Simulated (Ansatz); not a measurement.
Relaxed-ion elastic tensor of Cu (dhcp (α-La type), P6_3/mmc) in GPa (Voigt order), r²SCAN (plane waves, PAW; program Ansatz); density 9.22 g/cm³, 11.45 Å³ per atom.

```
 243   140   101   0.0   0.0   0.0
 140   243   101   0.0   0.0   0.0
 101   101   289   0.0   0.0   0.0
 0.0   0.0   0.0  48.7   0.0   0.0
 0.0   0.0   0.0   0.0  48.7   0.0
 0.0   0.0   0.0   0.0   0.0  51.5
```

Is the crystal mechanically stable?

Yes: the smallest eigenvalue of C is 48.7 GPa.

Work out the Voigt, Reuss and Hill averages.

K_V = 162, K_R = 162, K_H = 162; G_V = 58.7, G_R = 55.2, G_H = 57.0 GPa.

Give Young's modulus, Poisson's ratio, Pugh's ratio and the universal anisotropy index.

E = 9KG/(3K + G) = 153 GPa; ν = 0.34; K/G = 2.85 (ductile by the Pugh limit of 1.75); A_U = 5G_V/G_R + K_V/K_R − 6 = 0.32.

Estimate the sound speeds and the Debye temperature.

v_l = √((K + 4G/3)/ρ) = 5080 m/s, v_t = √(G/ρ) = 2490 m/s, mean 2790 m/s; Θ = (h/k)(3n/4πV)^(1/3) v_m = 369 K.

Solve the Christoffel equation for the three sound speeds along x, y, z.

Eigenvalues of C_ijkl n_j n_l equal ρv². In km/s, slowest first: x 2.30, 2.36, 5.14; y 2.30, 2.36, 5.14; z 2.30, 2.30, 5.60.

How much does each axis shrink under pressure?

Linear compressibilities β_i = Σ_j S_ij (j = 1 to 3): x 2.1, y 2.1, z 2.0 per TPa.

The first step of the workflow began from a Materials Project structure, measured or hypothetical; the Crystallography Open Database copy checked does not list it. It is not the phase usual at ambient conditions (space group No. 225). Symmetry was held in the r²SCAN relaxation; of distortions, only those at the zone centre were tested. No spin polarisation was allowed. As this level gives no gap, shear constants depend on the k-mesh and smearing (Fermi–Dirac, 0.1 eV here). On the denser mesh and wider smearing of the elastic run this cell carries a stress of 0.6 GPa.

Potentials: the later of the program's two PAW sets.
